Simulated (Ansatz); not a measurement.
TiN (rock salt)

```
TiN
1.0
    0.00000     4.24692     4.24692
    2.12346     2.12346     4.24692
    2.12346     2.12346     0.00000
N Ti
2 2
Direct
  0.00000   0.00000   0.00000
  0.50000   0.00000   0.00000
  0.00000   0.50000   0.50000
  0.50000   0.50000   0.50000
```

A phonon eigenvector at X = (0.5, 0.5, 0.0) is frozen into this cell: atom i moves by Q times the vector below, so Q is the largest atomic displacement, in Å. The cell is held. (q is in reciprocal vectors of the primitive cell; the cell shown is doubled to hold the pattern.)

| atom | x | y | z |
|---|---|---|---|
| N1 | 0.000 | 0.000 | 1.000 |
| N2 | 0.000 | 0.000 | -1.000 |
| Ti3 | 0.000 | 0.000 | -0.058 |
| Ti4 | 0.000 | 0.000 | 0.058 |

Computed with PBE (plane waves to 420 eV, PAW, scalar-relativistic; Ansatz, a first-principles code). k mesh 19×19×19 (Γ-centred), Fermi-Dirac smearing 0.05 eV. The energy includes the smearing's −TS. Compression counts positive. With partly filled bands, energies and forces of such displacements shift with the k mesh and the smearing. TiN is run without spin polarisation. TiN was relaxed with its symmetry unable to fall. The zero of ΔE is the undisplaced structure.

| Q (Å) | P (GPa) | ΔE (meV/cell) | −dE/dQ from forces (eV/Å) |
|---|---|---|---|
| -0.100 | 1.8 | (withheld) | 3.121 |
| -0.083 | 1.2 | (withheld) | 2.586 |
| -0.067 | 0.8 | (withheld) | 2.060 |
| -0.050 | 0.4 | 38 | 1.541 |
| -0.033 | 0.2 | 17 | 1.026 |
| -0.017 | 0.1 | 4 | 0.513 |
| 0.000 | 0.0 | 0 | 0.000 |
| 0.017 | 0.1 | 4 | -0.513 |
| 0.033 | 0.2 | 17 | -1.026 |
| 0.050 | 0.4 | 38 | -1.541 |
| 0.067 | 0.8 | (withheld) | -2.060 |
| 0.083 | 1.2 | (withheld) | -2.586 |
| 0.100 | 1.8 | (withheld) | -3.121 |

**Question.** Some entries are withheld; supply them.

**Answer.** 
- -0.100, ΔE (meV/cell): 155
- -0.083, ΔE (meV/cell): 107
- -0.067, ΔE (meV/cell): 68
- 0.067, ΔE (meV/cell): 68
- 0.083, ΔE (meV/cell): 107
- 0.100, ΔE (meV/cell): 155

(For displaced atoms, the force is minus the slope of the energy, and its curvature is a force constant, which sets phonon frequencies.)
